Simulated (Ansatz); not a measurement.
Rb$_{2}$H$_{6}$Pt:
```cif
data_H6PtRb2
_chemical_formula_sum 'Rb2 H6 Pt1'
_space_group_name_H-M_alt 'P 1'
_space_group_IT_number 1
_cell_length_a 6.01546
_cell_length_b 6.01546
_cell_length_c 6.01546
_cell_angle_alpha 60.000
_cell_angle_beta 60.000
_cell_angle_gamma 60.000
loop_
_space_group_symop_operation_xyz
  'x, y, z'
loop_
_atom_site_label
_atom_site_type_symbol
_atom_site_fract_x
_atom_site_fract_y
_atom_site_fract_z
_atom_site_occupancy
Rb1 Rb 0.75000 0.75000 0.75000 1
Rb2 Rb 0.25000 0.25000 0.25000 1
H1 H 0.80712 0.80712 0.19288 1
H2 H 0.19288 0.19288 0.80712 1
H3 H 0.19288 0.80712 0.80712 1
H4 H 0.80712 0.19288 0.19288 1
H5 H 0.80712 0.19288 0.80712 1
H6 H 0.19288 0.80712 0.19288 1
Pt1 Pt 0.00000 0.00000 0.00000 1
```

Relaxed with r²SCAN. 

Question: HSE06 on this cell (Ansatz, a program for electronic structure, PAW) gives a gap of 5.08 eV. What does r²SCAN give?

Answer: 4.41 eV.

Cost on shared cores: the r²SCAN run (SCF on a 6×6×6 mesh, then bands and DOS) about 90 core-seconds (a rough figure), the HSE06 run (SCF on 4×4×4, then a few points) around 2.6 core-minutes (rough); the tasks are unlike.

Space group Fm-3m. The workflow started from a Materials Project entry (that database holds measured and hypothetical structures alike); the Crystallography Open Database copy checked does not list it. Its standing as an ambient phase is unchecked. The cell was relaxed with r²SCAN under the symmetry of its start; whether a distortion lowers the energy is not shown. No spin polarisation was allowed. Spin–orbit coupling is left out wherever it is not named.

Potentials: the later of the program's two PAW sets.

Ansatz is a plane-wave DFT program.
